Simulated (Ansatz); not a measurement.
Scan of one atom of the cell for MgS (rock salt)

Relaxed MgS (rock salt):

```yaml
crystal:
  lattice:
    - [0.00000, 2.60155, 2.60155]
    - [2.60155, 0.00000, 2.60155]
    - [2.60155, 2.60155, 0.00000]
  atoms:
    - { symbol: S, position: [0.00000, 0.00000, 0.00000] }
    - { symbol: Mg, position: [0.50000, 0.50000, 0.50000] }
```

Scan: atom 2 (Mg, nearest neighbour S at 2.602 Å; its periodic images, 3.7 Å or more away, move with it) is displaced along Cartesian z, direction (0.000, 0.000, 1.000) in Cartesian axes, by s. The other atoms stay.

Calculation: r2SCAN (plane waves to 500 eV, PAW, scalar-relativistic; Ansatz, a first-principles code). k mesh 9×9×9 (Γ-centred), Fermi-Dirac smearing 0.05 eV. E stands for the smeared free energy. Stress and pressure are positive under compression. Left out: 2 of 11 points, with atoms too close for the PAW data. F∥ is the force on the atom along that direction. MgS was relaxed with its symmetry unable to fall. The zero of ΔE is the undisplaced structure.

```
s (Å)   ΔE (meV/cell)  P (GPa)  F∥ (eV/Å)
------  -------------  -------  ---------
-0.624           1289     18.1      6.754
-0.468            533      8.9      3.284
-0.312            181      3.6      1.438
-0.156             37      0.8      0.511
0.000               0      0.0      0.000
0.156              37      0.8     -0.511
0.312             181      3.6     -1.438
0.468             533      8.9     -3.284
0.624            1289     18.1     -6.754
```

Derived quantities:

```
Quantity                                                                                       Value
------------------------------------  --------------------------------------------------------------
Energy at s = 0.624 Å                                                                  1289 meV/cell
Force along the line at s = -0.624 Å                                                       6.75 eV/Å
Symmetry of the curve                                                  even: the same for both signs
Shape of the curve                    a single well with its minimum at or next to zero displacement
```

(A displaced cell: forces are minus the slopes of the energy, force constants its curvatures, and phonons follow from these.)
